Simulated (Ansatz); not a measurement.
Given:

YGa3Ru:
```cif
data_Ga9Ru3Y3
_chemical_formula_sum 'Y3 Ga9 Ru3'
_space_group_name_H-M_alt 'Pm-3m'
_space_group_IT_number 221
_space_group_name_Hall '-P 4 2 3'
_cell_length_a 6.38829
_cell_length_b 6.38829
_cell_length_c 6.38829
_cell_angle_alpha 90.000
_cell_angle_beta 90.000
_cell_angle_gamma 90.000
loop_
_atom_site_label
_atom_site_type_symbol
_atom_site_symmetry_multiplicity
_atom_site_Wyckoff_symbol
_atom_site_fract_x
_atom_site_fract_y
_atom_site_fract_z
_atom_site_occupancy
Y1 Y 3 c 0.00000 0.50000 0.50000 1
Ga1 Ga 1 b 0.50000 0.50000 0.50000 1
Ga2 Ga 8 g 0.20874 0.20874 0.20874 1
Ru1 Ru 3 d 0.00000 0.00000 0.50000 1
```

This is the r²SCAN-relaxed structure.

Task: All from r²SCAN in the plane-wave PAW code Ansatz, unless another level is named. Give the formation energy from the elements (no fitted shifts).

Result: -0.64 eV/atom.

Task: Next, the density of states at the Fermi level?

Result: 0.35 states/eV per atom (mean over ±0.08 eV).

The first step of the workflow began from a Materials Project structure, measured or hypothetical; the Crystallography Open Database copy checked does not list it. Whether it is the stable phase at ambient conditions was not checked. The r²SCAN relaxation kept the symmetry of its start; its stability against distortions is not shown here. The run is not spin-polarised. The references are the lowest solids computed at this level, not always the standard phases. Spin–orbit coupling is left out wherever it is not named.

Potentials: the later of the program's two PAW sets.
